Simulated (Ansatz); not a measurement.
Task: Each is relaxed and computed with the program Ansatz at the LDA level (PAW). Which is the only one with a gap?
A. LuBPd3, cubic perovskite
B. Mg2Si, P4/nmm (Mg on 2a, Mg on 2c, Si on 2c)
C. MgB2, P6/mmm (Mg on 1a, B on 2d)
D. NaMgF3, cubic perovskite

Result: D, NaMgF3, cubic perovskite. NaMgF3: gap 6.06 eV (indirect); Mg2Si: metal; MgB2: metal; LuBPd3: metal. Not the usual ambient phase: Mg2Si, P4/nmm (Mg on 2a, Mg on 2c, Si on 2c). Standing as an ambient phase not checked: NaMgF3, cubic perovskite; LuBPd3, cubic perovskite. Unstable at this level: NaMgF3, cubic perovskite. All cells were relaxed under the symmetry of their starts (and spin orders); stability against distortions was not tested throughout. Rows with no word on spin ran without spin polarisation. Spin–orbit coupling is left out wherever it is not named.

Potentials: the later of the program's two PAW sets.
